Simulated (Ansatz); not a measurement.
Data:

InSb (zinc blende)

```xyz
4
Lattice="0.0000 6.6346 6.6346 3.3173 0.0000 3.3173 3.3173 3.3173 0.0000" Properties=species:S:1:pos:R:3 pbc="T T T"
Sb     4.9760     4.9760     4.9760
Sb     4.9760     8.2933     8.2933
In     0.0000     0.0000     0.0000
In     3.3173     3.3173     6.6346
```

The atoms are displaced by Q × the pattern below (from a DFPT mode at L = (0.5, 0.0, 0.0), largest move 1; Q in Å), at fixed cell. (q is in reciprocal vectors of the primitive cell; the cell shown is doubled to hold the pattern.)

```
atom       x       y       z
----  ------  ------  ------
Sb1   -0.546   0.546   0.546
Sb2    0.546  -0.546  -0.546
In3    0.577  -0.577  -0.577
In4   -0.577   0.577   0.577
```

All values below come from PBE (plane waves to 420 eV, PAW, scalar-relativistic; Ansatz, a quantum-chemistry and plane-wave program). k mesh 6×12×12 (Γ-centred), Fermi-Dirac smearing 0.05 eV. The energy includes the smearing's −TS. With partly filled bands, energies and forces of such displacements shift with the k mesh and the smearing. At this level the bands of InSb touch or barely overlap; measurements give the solid a gap. InSb was relaxed with its symmetry unable to fall. Spin-orbit coupling is left out, though Sb is heavy. The zero of ΔE is the undisplaced structure.

The scan covers Q from -0.100 to 0.100 Å in 13 points.

Question: Which space group does the distorted structure have?

Answer: R3m (No. 160), lowered from F-43m.

Question: What is the energy change at Q = 0.100 Å?

Answer: 179 meV/cell.

Question: What harmonic wavenumber does the curvature at Q = 0 give?

Answer: 145 cm⁻¹.

(A displaced cell: forces are minus the slopes of the energy, force constants its curvatures, and phonons follow from these.)
